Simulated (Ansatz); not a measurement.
# Field gradients at the nuclei in TiSO₅

The cell is a Materials Project structure (computed, not necessarily an observed phase), taken as it stands.

Space group C2/c (No. 15); a = 5.1307, b = 13.7582, c = 9.4626 Å, β = 90.31°.

| site | Wyckoff | site symmetry | x | y | z |
| --- | --- | --- | --- | --- | --- |
| Ti1 | 4e | 2 | 0.5000 | 0.9125 | 0.7500 |
| Ti3 | 4d | -1 | 0.2500 | 0.7500 | 0.0000 |
| S | 8f | 1 | 0.2486 | 0.1080 | 0.9319 |
| O9 | 8f | 1 | 0.5105 | 0.6516 | 0.5858 |
| O13 | 8f | 1 | 0.7264 | 0.9309 | 0.9232 |
| O17 | 8f | 1 | 0.2763 | 0.0316 | 0.8287 |
| O21 | 8f | 1 | 0.7028 | 0.8295 | 0.6570 |
| O25 | 8f | 1 | 0.4464 | 0.1850 | 0.9084 |

One atom of each set is listed; the run and its k-mesh use a cell of 28 atoms with edges of 7.34, 7.34, 9.46 Å.

All values are calculated (Ansatz; DFT, PBE, plane waves and PAW, scalar-relativistic, 420 eV cutoff, Γ-centred 4×4×3 k-points, Fermi–Dirac smearing 0.02 eV), not measured.

V_zz is the principal component of the electric field gradient with the largest magnitude, η = (V_xx − V_yy)/V_zz and C_Q = eQV_zz/h. ν_Q = 3|C_Q|/[2I(2I − 1)].

⁴⁷Ti: I = 5/2, Q = 302.0 mb; 33S: I = 3/2, Q = -69.40 mb; 17O: I = 5/2, Q = -25.58 mb. Quadrupole moments are those of Pyykkö's year-2017 table.

(1) Which values are expected at the nuclei?

Answers

(1) 

| site | atoms | first shell | C_Q (MHz) | η | ν_Q (MHz) |
| --- | --- | --- | --- | --- | --- |
| Ti1 | 2 | 6 O at 1.78–2.14 Å | 38.9 | 0.70 | 5.84 |
| Ti3 | 2 | 6 O at 1.86–2.00 Å | -81.9 | 0.12 | 12.3 |
| S | 4 | 4 O at 1.44–1.49 Å | 3.19 | 0.73 | 1.59 |
| O9 | 4 | 1 S at 1.47 Å, 1 Ti at 2.00 Å, angle 142° | -8.47 | 0.15 | 1.27 |
| O13 | 4 | 1 S at 1.48 Å, 1 Ti at 2.02 Å, angle 139° | -8.29 | 0.11 | 1.24 |
| O17 | 4 | 1 S at 1.44 Å, 1 Ti at 2.14 Å, angle 148° | -8.27 | 0.07 | 1.24 |
| O21 | 4 | 2 Ti at 1.78–1.86 Å, angle 148°; also 1 S at 3.26 Å | 0.872 | 0.64 | 0.131 |
| O25 | 4 | 1 S at 1.49 Å, 1 Ti at 1.99 Å, angle 142° | -8.31 | 0.02 | 1.25 |

At O9, O13, O17 and O25 V_zz points along the shorter of its two bonds, to S (within 5°) in each case. At O21 V_zz stands upright on the plane of its two bonds (within 9°).

At this cell the PBE pressure is 7 GPa, so with PBE the cell would grow if it were relaxed. The entry's cell may itself be off. The largest force is 1.0 eV/Å, so the atoms aren't at the calculated equilibrium and relaxing them would move these values.

The run took 45 s of wall time (45 s of CPU time) and 1 GiB at its peak, on 1 thread of Intel Xeon 6975P-C (Granite Rapids) (x86_64; 16 cores open to the job, memory cap 2.5 GiB, no GPU), a shared host with a load of 0.4 a core.
